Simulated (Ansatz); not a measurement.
Ansatz (a quantum-chemistry and plane-wave program) input:

Ansatz 0.2 input:
```yaml
crystal:
  lattice:
    - [-2.5371700917, 2.5371700917, 1.4208648334]
    - [2.5371700917, -2.5371700917, 1.4208648334]
    - [2.5371700917, 2.5371700917, -1.4208648334]
  atoms:
    - { symbol: Ga, position: [0.25, 0.75, 0.5] }
    - { symbol: As, position: [0.0, 0.0, 0.0] }
kpoints:
  mp_grid: { grid: [12, 12, 12] }
  band_path:
    path:
      - [[0.0, 0.0, 0.0], [0.0, 0.0, 0.5], [-0.5, 0.5, 0.5], [0.0, 0.0, 0.0], [0.3284054719, 0.3284054719, -0.3284054719]]  # Γ-X-M-Γ-Z
      - [[-0.3284054719, 0.6715945281, 0.3284054719], [-0.5, 0.5, 0.5]]  # Z_0-M
      - [[0.0, 0.0, 0.5], [0.25, 0.25, 0.25], [0.0, 0.5, 0.0], [0.0, 0.0, 0.0]]  # X-P-N-Γ
    npoints: 9
basis: { xc_grid: 2 }
hamiltonian:
  xc: pbesol
  pseudopotentials: { azcp: { folder: ./paw }, kind: paw_fr }
magnetization: { noncollinear: true, spin_orbit: true }
scf:
  n_extra_bands: 12
  convergence: { dr2_threshold: 0.0000000001 }
  occupations: { method: gaussian, width: 0.05 }
output: { eigenvalues: true }
```

Output (shortened):

```
Pseudopotentials: kind: paw_fr
Pseudopotential: Ga, paw, valence charge 13
Pseudopotential: As, paw, valence charge 15
Functional definition: PBEsol
non-collinear run that drives no moment, with spin-orbit …
Crystal: 2 atoms, lattice volume = 36.586 Å³
Basis set: ecut = 420 eV, 737 PW (Γ), exchange–correlation on 54×54×54 points (8 copies of the dense FFT grid, shifted against one another)
Bands: 40, of which v1, the nominal top of the filled ones, is band 28 counted from 1 (27 counted from 0)
Symmetry: 8 space group operations + 8 with time reversal
k-points: 163 of 1728 (time reversal used)
Projection manifold: j_resolved (fully-relativistic pseudo-atomic orbitals)
PAW frozen core: Ga, regenerated for the run's functional, and the local potential with it
PAW frozen core: As, regenerated for the run's functional, and the local potential with it
Initial density: superposition of atomic densities (chi_scale 0.1, normalization cell, long waves kept (reshape's long-wave potential 0.00 eV rms))
Initial wavefunctions: pseudopotential atomic-orbital guess
Eigensolver: davidson
Functional: x = pbesol(κ = 0.804, μ = 0.12345679012345678), c = pbesol(β = 0.046)
SCF iter   1: F=—  HF=-8556.603863 eV  |F-HF|=—  |Δ(HF+E_count)|=         —  Δρ=3.63e-2  dr2=3.31e-1  dr2_m=0.00e0 (ungated)  ethr=3.10e-3  |M|=0.00e0 ∫|m|=0.00e0 μB  |m|>n=0.0e0 m-floor=0.0e0 τ_xc=0.0e0  β_m=0.30  ⟨swp⟩=7.0  Hψ=31907  notcnv=0  defer=172
all-band conjugate gradients solve this SCF's bands
preconditioner: auto → Kerker (q_TF=auto, 2.609 Å⁻¹)
spin=Noncollinear: Kerker preconditioning applied to the charge; magnetization (m_x, m_y, m_z) channels mix plain (no charge-response kernel on spin).
SCF iter   2: F=—  HF=-8556.560729 eV  |F-HF|=—  |Δ(HF+E_count)|=   4.31e-2  Δρ=2.63e-2  dr2=1.86e-1  dr2_m=0.00e0 (ungated)  ethr=1.18e-3  |M|=0.00e0 ∫|m|=0.00e0 μB  |m|>n=0.0e0 m-floor=0.0e0 τ_xc=0.0e0  β_m=0.65  ⟨swp⟩=2.0  Hψ=8873  notcnv=0  defer=837
SCF iter   3: F=—  HF=-8556.500750 eV  |F-HF|=—  |Δ(HF+E_count)|=   6.00e-2  Δρ=5.19e-3  dr2=8.75e-3  dr2_m=0.00e0 (ungated)  ethr=6.63e-4  |M|=0.00e0 ∫|m|=0.00e0 μB  |m|>n=0.0e0 m-floor=0.0e0 τ_xc=0.0e0  β_m=0.56  ⟨swp⟩=2.9  Hψ=9566  notcnv=0  defer=853
SCF iter   4: F=—  HF=-8556.495642 eV  |F-HF|=—  |Δ(HF+E_count)|=   5.11e-3  Δρ=1.54e-3  dr2=7.92e-4  dr2_m=0.00e0 (ungated)  ethr=3.12e-5  |M|=0.00e0 ∫|m|=0.00e0 μB  |m|>n=0.0e0 m-floor=0.0e0 τ_xc=0.0e0  β_m=0.73  ⟨swp⟩=2.0  Hψ=9752  notcnv=0  defer=859
SCF iter   5: F=—  HF=-8556.496233 eV  |F-HF|=—  |Δ(HF+E_count)|=   5.91e-4  Δρ=6.43e-4  dr2=9.90e-5  dr2_m=0.00e0 (ungated)  ethr=2.83e-6  |M|=0.00e0 ∫|m|=0.00e0 μB  |m|>n=0.0e0 m-floor=0.0e0 τ_xc=0.0e0  β_m=0.82  ⟨swp⟩=2.0  Hψ=11295  notcnv=0  defer=859
SCF iter   6: F=—  HF=-8556.496251 eV  |F-HF|=—  |Δ(HF+E_count)|=   1.77e-5  Δρ=1.59e-4  dr2=8.11e-6  dr2_m=0.00e0 (ungated)  ethr=3.54e-7  |M|=0.00e0 ∫|m|=0.00e0 μB  |m|>n=0.0e0 m-floor=0.0e0 τ_xc=0.0e0  β_m=0.91  ⟨swp⟩=2.4  Hψ=9421  notcnv=0  defer=859
SCF iter   7: F=—  HF=-8556.496252 eV  |F-HF|=—  |Δ(HF+E_count)|=   1.40e-6  Δρ=2.63e-5  dr2=2.19e-7  dr2_m=0.00e0 (ungated)  ethr=2.90e-8  |M|=0.00e0 ∫|m|=0.00e0 μB  |m|>n=0.0e0 m-floor=0.0e0 τ_xc=0.0e0  β_m=0.96  ⟨swp⟩=2.2  Hψ=8751  notcnv=0  defer=859
SCF iter   8: F=—  HF=-8556.496252 eV  |F-HF|=—  |Δ(HF+E_count)|=   5.33e-8  Δρ=6.58e-6  dr2=1.87e-8  dr2_m=0.00e0 (ungated)  ethr=7.83e-10  |M|=0.00e0 ∫|m|=0.00e0 μB  |m|>n=0.0e0 m-floor=0.0e0 τ_xc=0.0e0  β_m=0.92  ⟨swp⟩=2.0  Hψ=10464  notcnv=0  defer=859
SCF iter  11: F=-8556.496252 eV  HF=-8556.496252 eV  |F-HF|=5.46e-12  |Δ(HF+E_count)|=  1.02e-10  Δρ=1.75e-7  dr2=1.13e-11  dr2_m=0.00e0 (ungated)  ethr=1.00e-12  |M|=0.00e0 ∫|m|=0.00e0 μB  |m|>n=0.0e0 m-floor=0.0e0 τ_xc=0.0e0  ⟨swp⟩=8.6  Hψ=26302  notcnv=0
SCF 1 converged in 11 iterations: F = -8556.496252 eV  dr2 = 1.13e-11
NSCF: frozen V_eff on 75 k-points
SCF converged after 11 iterations
Magnetization: |M| = 0.0000 μB,  M = (+0.0000, +0.0000, +0.0000) μB
Absolute magnetization: 0.0000 μB (∫|m|)
  site 0: m = (+0.0000, +0.0000, +0.0000) μB, |m| = 0.0000 μB  (R = 1.09 Å)
  site 1: m = (+0.0000, +0.0000, +0.0000) μB, |m| = 0.0000 μB  (R = 1.09 Å)
Free energy (F): -8556.496252 eV
Harris-Foulkes:  -8556.496252 eV  (|F-HF|=5.46e-12)
Internal energy: -8556.495221 eV  (E = F + TS)
E sigma→0 (E₀):  -8556.495736 eV
Entropy (-TS):   -0.001031 eV (-0.516 meV/atom)
Fermi energy:    11.088172 eV
--- Per-component energies (eV) ---
  E_band       = -243.182157
  E_kinetic    = 209.167772
  E_local      = -2994.448027  (includes V_loc(G=0)·N_el)
  E_nonlocal   = -485.956183
  E_hartree    = 1836.304892
  E_xc         = -133.587983
  E_vxc        = -130.676333  (∫ρ·V_xc dr)
  E_paw        = -3920.089005  (= ΣΔE_a)
  E_vpaw       = -513.878909  (= ΣTr[D̂ρ^β])
  E_aug_tail   = -0.000184  (compensation charges beyond the density's cutoff)
  E_ewald      = -3069.721985
  E_core_change = 1.835483  (= ΣΔE_core)
  E_smearing   = -0.001031  (= −TS)
  E_closure    = 0.000000  (closes the sum)
  Σ components = -8556.496252   (vs F -8556.496252, Δ=0.00e0)
  [band-id]    e_kinetic+e_local+e_nonlocal+2·e_hartree+e_vxc+e_vpaw+e_augmentation_tail = -243.182081   (vs E_band -243.182157, Δ=7.63e-5)
--- Band table (eV; the first three rows and the last of 163) ---
  k-point 0: bands = ["-25.2214", "-25.2214", "-25.1741", "-25.1741", "-24.5028", "-24.5028", "-24.4643", "-24.4643", "-24.4394", "-24.4394", "-4.2296", "-4.2296", "-4.1497", "-4.1497", "-3.7518", "-3.7518", "-3.7062", "-3.7062", "-3.6355", "-3.6355", "-2.8594", "-2.8594", "7.7741", "7.7741", "8.4800", "8.4800", "8.6741", "8.6741", "14.6585", "14.6585", "16.2168", "16.2168", "19.1993", "19.1993", "19.4658", "19.4658", "21.2391", "21.2391", "22.5452", "22.5452"]
  k-point 1: bands = ["-25.2214", "-25.2213", "-25.1740", "-25.1740", "-24.5027", "-24.5027", "-24.4643", "-24.4643", "-24.4394", "-24.4394", "-4.2302", "-4.2251", "-4.1504", "-4.1495", "-3.7541", "-3.7463", "-3.7067", "-3.7066", "-3.6361", "-3.6350", "-2.7962", "-2.7936", "6.7788", "6.7796", "8.6496", "8.6523", "9.4290", "9.4307", "15.0132", "15.0136", "16.1200", "16.1654", "18.5075", "18.6423", "18.9736", "18.9993", "21.4787", "21.5807", "22.3745", "22.3755"]
  k-point 2: bands = ["-25.2213", "-25.2213", "-25.1739", "-25.1739", "-24.5027", "-24.5027", "-24.4642", "-24.4642", "-24.4392", "-24.4392", "-4.2272", "-4.2191", "-4.1515", "-4.1499", "-3.7527", "-3.7404", "-3.7082", "-3.7079", "-3.6361", "-3.6346", "-2.6049", "-2.6011", "5.4571", "5.4577", "8.8893", "8.8943", "10.3488", "10.3502", "15.8136", "15.9088", "16.0041", "16.0113", "17.3193", "17.4887", "18.1496", "18.1640", "21.3665", "21.4409", "22.0067", "22.0075"]
  k-point 162: bands = ["-25.2209", "-25.2209", "-25.1730", "-25.1730", "-24.5023", "-24.5023", "-24.4635", "-24.4635", "-24.4379", "-24.4379", "-4.2515", "-4.2515", "-4.2117", "-4.2117", "-3.7730", "-3.7730", "-3.7326", "-3.7326", "-3.6168", "-3.6168", "0.0571", "0.0571", "4.7514", "4.7514", "5.0313", "5.0313", "5.0862", "5.0862", "14.9439", "14.9439", "17.6362", "17.6362", "22.1914", "22.1914", "22.3440", "22.3440", "26.8168", "26.8168", "26.9128", "26.9128"]
  band table: 40 of 40 bands, residual norms ≤ 1.0e-3 eV
```

Cost: about 40 core-seconds (a rough figure) on shared cores.

Space group I-4m2. The workflow started from a Materials Project entry (that database holds measured and hypothetical structures alike); the Crystallography Open Database copy checked does not list it. It is not the phase usual at ambient conditions (space group No. 216). The PBEsol relaxation kept the symmetry of its start; whether a distortion lowers the energy is not shown.

Potentials: the earlier of the program's two PAW sets.

Ansatz is a plane-wave DFT program.
